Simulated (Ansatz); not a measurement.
C:
```cif
data_C18
_chemical_formula_sum 'C18'
_space_group_name_H-M_alt 'P 1'
_space_group_IT_number 1
_cell_length_a 2.51075
_cell_length_b 2.51075
_cell_length_c 18.61657
_cell_angle_alpha 90.000
_cell_angle_beta 90.000
_cell_angle_gamma 120.000
loop_
_space_group_symop_operation_xyz
  'x, y, z'
loop_
_atom_site_label
_atom_site_type_symbol
_atom_site_fract_x
_atom_site_fract_y
_atom_site_fract_z
_atom_site_occupancy
C1 C 0.00000 0.00000 0.68105 1
C2 C 0.00000 0.00000 0.76378 1
C3 C 0.33333 0.66667 0.79143 1
C4 C 0.33333 0.66667 0.87416 1
C5 C 0.66667 0.33333 0.90200 1
C6 C 0.66667 0.33333 0.98598 1
C7 C 0.33333 0.66667 0.01402 1
C8 C 0.33333 0.66667 0.09800 1
C9 C 0.66667 0.33333 0.12584 1
C10 C 0.66667 0.33333 0.20857 1
C11 C 0.00000 0.00000 0.23622 1
C12 C 0.00000 0.00000 0.31895 1
C13 C 0.33333 0.66667 0.34676 1
C14 C 0.33333 0.66667 0.43084 1
C15 C 0.00000 0.00000 0.45866 1
C16 C 0.00000 0.00000 0.54134 1
C17 C 0.66667 0.33333 0.56916 1
C18 C 0.66667 0.33333 0.65324 1
```

Relaxed with r²SCAN. DFT-r²SCAN in the program Ansatz with PAW potentials gives a gap of 4.69 eV.

Q: What gap does HSE06 give on the same cell (Ansatz, PAW)?

A: 5.64 eV, 0.95 eV more. The hybrid was solved on a coarser mesh and at special points; its gap is the smallest among all of these.

```tsv
k	v1 r²SCAN	c1 r²SCAN	v1 HSE06	c1 HSE06
Γ	0.00	5.60	?	?
A	-0.15	5.76	-0.15	6.85
K	-4.77	5.23	-4.93	6.05
H	-4.82	5.25	?	?
M	-3.31	4.86	?	?
L	-3.14	4.92	?	?
```

Q: Top valence (v1) and lowest conduction level (c1) in eV from each method's valence maximum (which need not be a listed point): supply the withheld HSE06 values.

A: 
- L, v1 HSE06: -3.25
- L, c1 HSE06: 5.84
- H, v1 HSE06: -4.97
- H, c1 HSE06: 6.07
- M, v1 HSE06: -3.41
- M, c1 HSE06: 5.77
- Γ, v1 HSE06: 0.00
- Γ, c1 HSE06: 6.70

Cost on shared cores: the r²SCAN run (SCF on a 13×13×2 mesh, then bands and DOS) about 4 core-minutes (a rough figure), the HSE06 run (SCF on 7×7×1, then a few points) roughly 4 core-minutes; the tasks are unlike.

Space group P-3m1. The start of the workflow was typed in or built on a structure type; the Crystallography Open Database copy checked does not list it. It is not the phase usual at ambient conditions (space group No. 194, 227). The r²SCAN relaxation kept the symmetry of its start; its stability against distortions is not shown here.

Potentials: the later of the program's two PAW sets.
